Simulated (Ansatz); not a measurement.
A geometry of Bi₂Se₃ away from equilibrium: step 2 of the relaxation of a relaxed Bi2Se3 cell stretched uniformly to 150 % of its volume. Calculation: r2SCAN (plane waves to 500 eV, PAW, scalar-relativistic; Ansatz, a quantum-chemistry and plane-wave program). Γ-centred k-mesh 6×6×6 on the run's cell (coarser than for final values), Fermi–Dirac smearing 0.05 eV. The plane waves were selected for a different cell earlier on the path.

```
Bi2Se3
1.0
    2.27648     1.31433    11.05144
   -2.27648     1.31433    11.05144
    0.00000    -2.62865    11.05144
Bi Se
2 3
Direct
  0.39759   0.39759   0.39759
  0.60241   0.60241   0.60241
  0.00000   0.00000   0.00000
  0.22337   0.22337   0.22337
  0.77663   0.77663   0.77663
```

Problem. What forces act on the atoms (eV/Å)?

Solution. 
| atom | Fx | Fy | Fz |
|---|---|---|---|
| Bi1 | 0.00 | 0.00 | -0.13 |
| Bi2 | 0.00 | 0.00 | 0.13 |
| Se3 | 0.00 | 0.00 | 0.00 |
| Se4 | 0.00 | 0.00 | 0.85 |
| Se5 | 0.00 | 0.00 | -0.85 |

The path ends in R-3m (No. 166) (AFLOW prototype A2B3_hR5_166_c_ac (C33, as in Bi2Te3)). No spin polarisation in the result.

The run could not lose the symmetry of its start.
